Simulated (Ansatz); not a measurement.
An element in the bcc structure gives these cold pressures by all-electron LAPW under PBE (Ansatz 0.2.0, scalar-relativistic, no spin polarisation).

```tsv
V (Å³/atom)	P (GPa)
15.80	-0.02
15.01	14.80
13.43	58.8
11.85	133.4
10.27	264.8
8.69	499.7
7.11	958.7
6.32	1371
```

Question: Which element is it?

Answer: Mo. Its zero-pressure volume in this structure is near 15.8 Å³/atom; the volume and the steepness of P(V) together point to it, though neighbours can come close. Other candidates weren't computed, and some may come near.
